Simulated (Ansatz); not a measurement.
Ba$_{2}$NaReO$_{6}$:
```
CELL_PARAMETERS angstrom
      0.00000     4.12322     4.12322
      4.12322     0.00000     4.12322
      4.12322     4.12322     0.00000
ATOMIC_POSITIONS crystal
  Na 0.00000 0.00000 0.00000
  Ba 0.75000 0.75000 0.75000
  Ba 0.25000 0.25000 0.25000
  Re 0.50000 0.50000 0.50000
  O  0.72741 0.72741 0.27259
  O  0.27259 0.27259 0.72741
  O  0.27259 0.72741 0.72741
  O  0.72741 0.27259 0.27259
  O  0.72741 0.27259 0.72741
  O  0.27259 0.72741 0.27259
```

Relaxed with PBEsol. Special points in fractions of this cell's reciprocal vectors: Γ (0.000, 0.000, 0.000); X (0.500, 0.000, 0.500); U (0.625, 0.250, 0.625); K (0.375, 0.375, 0.750); L (0.500, 0.500, 0.500); W (0.500, 0.250, 0.750).

Task: List the band energies nearest the valence-band maximum at these points for DFT-PBEsol in the program Ansatz with PAW potentials.

Result: In eV from the valence-band maximum; about four levels below and three above (degenerate sets whole), none deeper than 8.9 eV; points with the same levels are listed once.

```json
[
 {"k": "Γ", "below": "-0.38 -0.38 -0.38 0.00 0.00 0.00", "above": "2.63 2.63 2.63"},
 {"k": "X", "below": "-0.77 -0.77 -0.65 -0.65 -0.05", "above": "2.02 3.11 3.11"},
 {"k": "U", "below": "-0.63 -0.63 -0.62 -0.18", "above": "2.30 2.93 3.00"},
 {"k": "L", "below": "-0.52 -0.52 -0.44 -0.44 -0.28", "above": "2.59 2.75 2.75"},
 {"k": "W", "below": "-0.80 -0.75 -0.33 -0.33", "above": "2.57 2.57 3.11"}
]
```

Space group Fm-3m. The first step of the workflow began from a Materials Project structure, measured or hypothetical; the Crystallography Open Database files this formula in space group No. 225, but the cells were not matched. Whether it is the stable phase at ambient conditions was not checked. Symmetry was held in the PBEsol relaxation; whether a distortion lowers the energy is not shown. No spin polarisation was allowed. Spin–orbit coupling is left out wherever it is not named.

Potentials: the later of the program's two PAW sets.
